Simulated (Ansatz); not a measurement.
A trial form of Si2C

These are results of DFT PBE, scalar-relativistic, plane waves, PAW in Ansatz, not measurements. Cutoff 420 eV, Gaussian smearing, Γ-centred meshes. Cell and atoms relax first on a coarse mesh and then on a finer one. In between, the cell is made exact in the group found at 0.06 Å. In metals the finer mesh still leaves noise of several meV/atom or more. The steps can't lower the symmetry of their start. No spin polarisation in the relaxation; trial moments died out in a coarse test.

The guess for Si2C was made by a generator: random cell by space group and Wyckoff sites (Fm-3m, No. 225). Its size is a rough estimate.

```
CELL_PARAMETERS angstrom
0.00000 2.77546 2.77546
2.77546 0.00000 2.77546
2.77546 2.77546 0.00000
ATOMIC_POSITIONS crystal
Si 0.25000 0.25000 0.25000
Si 0.75000 0.75000 0.75000
C 0.50000 0.50000 0.50000
```

Formation energies are uncorrected and refer to the elements' standard structures at the same level.

Question: Which structure results?

Answer: The symmetry stays Fm-3m (No. 225). The end has the anti-fluorite type. The volume per atom shrinks by 12.0 %, from 14.3 to 12.5 Å³. The shortest distance goes from 2.40 Å (Si–C) to 2.30 Å (Si–C). Conventional cell: a = 5.320 Å. Si has 4 C at 2.30 Å and 6 Si at 2.66 Å; around C lie 8 Si at 2.30 Å.

```cif
data_structure
_symmetry_space_group_name_H-M 'P 1'
_symmetry_Int_Tables_number 1
_cell_length_a 3.7616
_cell_length_b 3.7616
_cell_length_c 3.7616
_cell_angle_alpha 60.000
_cell_angle_beta 60.000
_cell_angle_gamma 60.000
_cell_volume 37.64
loop_
_atom_site_label
_atom_site_type_symbol
_atom_site_fract_x
_atom_site_fract_y
_atom_site_fract_z
_atom_site_occupancy
Si1 Si 0.25000 0.25000 0.25000 1
Si2 Si 0.75000 0.75000 0.75000 1
C1 C 0.50000 0.50000 0.50000 1
```

Question: How does it come out in energy, and is it a metal?

Answer:

- Formation energy: +1.53 eV/atom
- Gap on the 14×14×14 mesh of the 3-atom cell: 0 eV (a metal)

It can't be a ground state, since the elements alone are lower.

The last run used Gaussian smearing of 0.10 eV. The reference form of C is held partly by dispersion forces, which this level lacks. Symmetry constrained the relaxation, so the result can be a saddle point. Another cell of Si2C relaxed alike, in P-3m1, lies 0.92 eV/atom lower, so this cell isn't the stable form at this level.
